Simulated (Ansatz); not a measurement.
Si4O, before and after

The guess for Si4O was made by a generator: random cell by space group and Wyckoff sites (Pmmm, No. 47). The dimensions are guesses.

start.cif

```cif
data_structure
_symmetry_space_group_name_H-M 'P 1'
_symmetry_Int_Tables_number 1
_cell_length_a 3.7692
_cell_length_b 3.9711
_cell_length_c 5.3232
_cell_angle_alpha 90.000
_cell_angle_beta 90.000
_cell_angle_gamma 90.000
_cell_volume 79.68
loop_
_atom_site_label
_atom_site_type_symbol
_atom_site_fract_x
_atom_site_fract_y
_atom_site_fract_z
_atom_site_occupancy
Si1 Si 0.50000 0.19859 0.00000 1
Si2 Si 0.50000 0.80141 0.00000 1
Si3 Si 0.00000 0.50000 0.69787 1
Si4 Si 0.00000 0.50000 0.30213 1
O1 O 0.00000 0.00000 0.00000 1
```

All numbers below come from DFT PBE, scalar-relativistic, plane waves, PAW (Ansatz 0.2.0). Cutoff 420 eV, Gaussian smearing, Γ-centred meshes. Cell and atoms relax first on a coarse mesh and then on a finer one. In between, the cell is made exact in the group found at 0.06 Å. In metals the finer mesh still leaves noise of several meV/atom or more. The steps can't lower the symmetry of their start. No spin polarisation in the relaxation; trial moments died out in a coarse test.

end.cif

```cif
data_structure
_symmetry_space_group_name_H-M 'P 1'
_symmetry_Int_Tables_number 1
_cell_length_a 2.6847
_cell_length_b 5.5804
_cell_length_c 6.0841
_cell_angle_alpha 90.000
_cell_angle_beta 90.000
_cell_angle_gamma 90.000
_cell_volume 91.15
loop_
_atom_site_label
_atom_site_type_symbol
_atom_site_fract_x
_atom_site_fract_y
_atom_site_fract_z
_atom_site_occupancy
Si1 Si 0.50000 0.00000 0.74876 1
Si2 Si 0.50000 0.00000 0.25124 1
Si3 Si 0.00000 0.27996 0.50000 1
Si4 Si 0.00000 0.72004 0.50000 1
O1 O 0.00000 0.00000 0.00000 1
```

The symmetry stays Pmmm (No. 47). The volume per atom grows by 14.4 %, from 15.9 to 18.2 Å³. The shortest distance goes from 1.58 Å (Si–Si) to 2.03 Å (Si–O). The energy falls by about 2.2 eV/atom (the start's value is from the coarse mesh). The end is written in a standard setting, so origin, axes and order of atoms can differ from the start's.

```
Volume per atom                           : 18.23 Å³
Density                                   : 2.34 g/cm³
Formation energy                          : +0.09 eV/atom
Gap on the 14×8×8 mesh of the 5-atom cell : 0 eV (a metal)
```

Energies over the elements count from the elements' standard structures at the same level (O₂ as a molecule), with no fitted energy shifts. It can't be a ground state, since the elements alone are lower.

The last run used Gaussian smearing of 0.10 eV. Symmetry constrained the relaxation, so the result can be a saddle point. In all, the 5 runs took 19 min on 1 thread of Intel(R) Xeon(R) Processor @ 2.50GHz (Skylake/Cascade Lake), on a shared host. Another cell of Si4O relaxed alike, in I4/mmm, lies 59 meV/atom lower, so this cell isn't the stable form at this level.
